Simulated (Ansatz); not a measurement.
HfSi:
```
CELL_PARAMETERS angstrom
      3.27559     0.00000     0.00000
      0.00000     3.27559     0.00000
      0.00000     0.00000     3.27559
ATOMIC_POSITIONS crystal
  Hf 0.00000 0.00000 0.00000
  Si 0.50000 0.50000 0.50000
```

Relaxed with r²SCAN. Special points in fractions of this cell's reciprocal vectors: Γ (0.000, 0.000, 0.000); X (0.000, 0.500, 0.000); M (0.500, 0.500, 0.000); R (0.500, 0.500, 0.500).

Q: List the band energies nearest the Fermi level at these points for plane-wave PAW r²SCAN (Ansatz code).

A: In eV from the Fermi level; about four levels below and three above (degenerate sets whole), none deeper than 8.9 eV; points with the same levels are listed once.

```json
[
 {"k": "Γ", "below": "-1.99 -1.99", "above": "2.01 2.01 2.01"},
 {"k": "X", "below": "-6.97 -0.59 -0.46 -0.46", "above": "4.62 5.39 5.83"},
 {"k": "M", "below": "-8.20 -3.35 -3.35 -2.25", "above": "1.54 1.54 4.26"},
 {"k": "R", "below": "-4.90 -4.90 -4.90 -4.49", "above": "3.37 3.37 3.37"}
]
```

Space group Pm-3m (CsCl type). A made-up cell: these elements were put on the sites of a structure type; neither database checked (COD, Materials Project) lists it. COD files the formula under space group No. 62, so this cell is another polymorph or a model. Whether it is the stable phase at ambient conditions was not checked. Symmetry was held in the r²SCAN relaxation. At this level the phase is mechanically unstable. No spin polarisation was allowed. Spin–orbit coupling is left out wherever it is not named.

Potentials: the earlier of the program's two PAW sets.
